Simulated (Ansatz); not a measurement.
The relaxed structure here is a generated cell of Co: the first start was made by a random draw of sites in a space group, and the end was not matched to a known phase here, so it may be hypothetical. Known forms of Co include space group No. 194.

The end point of a relaxation of Co. Space group I4/mmm (No. 139). All values below come from PBEsol (plane waves to 420 eV, PAW, scalar-relativistic; Ansatz, an electronic-structure program).

Space group I4/mmm (No. 139); a = b = 2.8464 Å, c = 2.6138 Å, α = β = γ = 90.00°

```
atom  site  symmetry       x       y       z
----  ----  --------  ------  ------  ------
Co      2b     4/mmm  0.0000  0.0000  0.5000
```
(The calculation used a cell of 1 atom; values per cell refer to that cell.)

Estimate the magnetic moment that PBEsol returns for this input.

Net 1.71 μB/atom, ferromagnetic.

Spin state reached: ferromagnetic (net 1.71 μB/atom), from parallel starting moments; other spin orders were not run from this start.

The run could not lose the symmetry of its start: the end is stationary, and may be a saddle point rather than a minimum.
